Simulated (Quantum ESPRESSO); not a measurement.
In3MgO5F, convergence and cost over cutoff and k mesh

Computed values, not a measurement. The program is pw.x of Quantum ESPRESSO 7.5 (plane-wave density functional theory). The cell is made up: 10 atoms on a corundum lattice, with randomly drawn elements, strain and displacements, not relaxed. PseudoDojo standard norm-conserving files (v0.5 for PBE, v0.4.1 for LDA and PBEsol) set the functional; there is no spin polarisation, spin-orbit coupling or dispersion term, and the masses in the input are unused placeholders.

Input of the run in row 4:

```
&control calculation='scf', pseudo_dir='./dojo.nc.sr.pbe.v0_5.standard.upf', outdir='./o', disk_io='medium', tprnfor=.true., tstress=.true. /
&system ibrav=0, nat=10, ntyp=4, nbnd=49, ecutwfc=84.00895049, nosym=.true., tot_charge=0,
 occupations='smearing', smearing='fd', degauss=0.0018374661
/
&electrons conv_thr=7.350e-09, electron_maxstep=60, /
ATOMIC_SPECIES
F 1.0 F.upf
In 1.0 In.upf
Mg 1.0 Mg.upf
O 1.0 O.upf
CELL_PARAMETERS angstrom
2.7716 1.6617 4.9316
-2.8991 1.6646 5.003
-0.0612 -3.3667 4.9805
ATOMIC_POSITIONS angstrom
In -0.0467 0.0263 5.244
In -0.0052 0.0002 2.202
Mg -0.1021 -0.0151 9.6304
In -0.1695 -0.0438 12.7107
O -1.1928 1.6364 8.7356
O -1.0394 -1.795 8.6723
F 1.839 0.1148 8.6821
O 1.04 -1.7179 6.2145
O 0.7573 1.8201 6.1777
O -2.0515 -0.1205 6.276
K_POINTS automatic
5 5 5 1 1 1
```

The same cell was run at these settings. Meshes are shifted by half a step, and differences are from the last row, which is itself not exact.

| cutoff (eV) | k mesh | k points solved | threshold (eV) | free energy less the last row's (eV) | pressure (GPa) | largest stress difference (GPa) | largest force difference (eV/Å) | iterations | wall time (s) | k-point pools | processor |
| --- | --- | --- | --- | --- | --- | --- | --- | --- | --- | --- | --- |
| 800 | 2 x 2 x 2 | 4 | 1e-04 | 1.790 | -26.12 | 16.27 | 0.040 | 9 | 53 | 1 | AMD EPYC, Zen 5 class |
| 1143 | 2 x 2 x 2 | 4 | 1e-07 | 0.016 | -10.15 | 0.25 | 0.022 | 14 | 114 | 1 | AMD EPYC, Zen 5 class |
| 645 | 5 x 5 x 5 | 63 | 1e-07 | 14.818 | -100.13 | 90.23 | 0.120 | 13 | 469 | 1 | AMD EPYC, Zen 5 class |
| 1143 | 5 x 5 x 5 | 63 | 1e-07 | 0.003 | -10.19 | 0.03 | 0.001 | 14 | 1484 | 1 | AMD EPYC, Zen 5 class |
| 1437 | 7 x 7 x 7 | 172 | 1e-07 | 0.000 | -10.16 | 0.00 | 0.000 | 14 | 1234 | 4 | AMD EPYC, older |

Each pool is one process. Wall times include start-up and a band step at six k points, which weighs most on the coarsest meshes. The runs were on shared virtual cores whose load varied, so times are rough.